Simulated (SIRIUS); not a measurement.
A self-consistent single point of Ge3PbSe4 (Pm, 8 atoms in the cell; from Materials Project mp-1224389, changed as shown).

```
Ge3PbSe4
1.0
    4.59551     0.00000     0.00000
    0.00000     3.99623     0.00000
   -0.00948     0.00000    11.48214
Ge Pb Se
3 1 4
Direct
  0.12680   0.00000   0.87420
  0.62610   0.50000   0.63110
  0.87820   0.50000   0.12500
  0.40830   0.00000   0.38750
  0.49189   0.00000   0.13780
  0.98950   0.00000   0.65220
  0.49310   0.50000   0.84660
  0.96870   0.50000   0.34550
```

Computed with PBEsol, GBRV PBEsol ultrasoft pseudopotentials (plane waves; SIRIUS).

SIRIUS settings:

| key | value |
|---|---|
| parameters.ngridk | 3 3 1 |
| parameters.xc_functionals | [XC_GGA_X_PBE_SOL, XC_GGA_C_PBE_SOL] |
| parameters.gk_cutoff | 6.325 1/bohr |
| parameters.pw_cutoff | 14.143 1/bohr |
| parameters.smearing | gaussian |
| parameters.smearing_width | 0.000367493 Ha |
| potentials | GBRV PBEsol ultrasoft pseudopotentials |
| parameters.electronic_structure_method | pseudopotential |
| parameters.num_bands | 48 |
| parameters.num_mag_dims | 0 |
| parameters.num_dft_iter | 100 |
| parameters.energy_tol | 1e-07 Ha |
| parameters.density_tol | 1e-06 |
| mixer.type | anderson |
| mixer.beta | 0.5 |
| mixer.use_hartree | false |

Results:

| Property | Value |
|---|---|
| Number of valence electrons | 80 |
| Number of bands | 48 |
| Number of k-points after the program's reduction | 4 |
| Number of plane waves (most at a k-point) | 6086 |
| Number of SCF iterations | 36 |
| FFT grid | 45 × 36 × 100 |
| Free energy E − TS | -13289.9434 eV |
| Pressure | -2.55 GPa |
| Largest force (vector length) | 0.657 eV/Å |

Forces (eV/Å):
```json
[
 {"atom": "Ge1", "Fx": "0.265", "Fy": "0.000", "Fz": "-0.271"},
 {"atom": "Ge2", "Fx": "0.262", "Fy": "0.000", "Fz": "0.329"},
 {"atom": "Ge3", "Fx": "-0.429", "Fy": "0.000", "Fz": "0.359"},
 {"atom": "Pb4", "Fx": "-0.021", "Fy": "0.000", "Fz": "-0.233"},
 {"atom": "Se5", "Fx": "0.599", "Fy": "0.000", "Fz": "-0.270"},
 {"atom": "Se6", "Fx": "-0.342", "Fy": "0.000", "Fz": "0.024"},
 {"atom": "Se7", "Fx": "-0.296", "Fy": "0.000", "Fz": "0.001"},
 {"atom": "Se8", "Fx": "-0.038", "Fy": "0.000", "Fz": "0.060"}
]
```

Stress (GPa, positive for compression):
```
-4.16   0.00  -0.08
 0.00  -1.86   0.00
-0.08   0.00  -1.63
```

For comparison: a first run was changed to give this one (atom 5 moved by -0.08 angstrom along x), and from it to this one the free energy rises by 4.6 meV/atom, the pressure goes from -2.34 to -2.55 GPa and the largest force goes from 0.416 to 0.657 eV/Å.

Spin-orbit coupling is left out, which matters for bands and gaps with elements this heavy. The structure comes from a collection of computed structures, made at another level of theory; the collection holds predicted forms beside known ones.

Cost on one core: very roughly 2.9 core-minutes.
